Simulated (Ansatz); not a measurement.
**What DFT gives for Si₂Ni**

```
CELL_PARAMETERS angstrom
2.66804 2.66804 5.33609
-2.66804 2.66804 0.00000
2.66804 2.66804 0.00000
ATOMIC_POSITIONS crystal
Ni 0.00000 0.00000 0.00000
Ni 0.50000 0.50000 0.00000
Si 0.25000 0.00000 0.25000
Si 0.75000 0.50000 0.25000
Si 0.25000 0.50000 0.75000
Si 0.75000 0.00000 0.75000
```

Method: LDA, with U_eff = 6.54 eV on Ni d (all-electron-ortho-atomic projectors), non-collinear spin; PAW, plane waves to 420 eV, 6×6×6 Γ-centred mesh, fermi-dirac occupations (width 0.1 eV) (Ansatz 0.2.0), atoms fixed.

The state carries no moments; the state need not be the lowest.

Task: Which element gives electrons and which takes them?

Result: Bader charges in e: Si +0.57, Ni -1.15. In the mean Si gives up most and Ni takes most.

Task: What does the stress say?

Result: The pressure is 1.6 GPa (compression positive), so with the atoms held at these fractions the cell would first expand.

Task: Metal or insulator?

Result: It is a metal, with about 1.6 states/eV a cell as the mean within 0.25 eV of the Fermi level, mostly Si s (37 %), Ni d (29 %) and Si p (27 %).

Origin: a database entry at a rescaled volume. Caveats: the k mesh is coarse if the cell is a metal.

Run time, from a saved density: 4.1 min on 2 threads of Arm Neoverse V1, on a shared host, peak memory 1.1 GiB. The time holds forces, stress, Bader, DOS, bands, ELF.
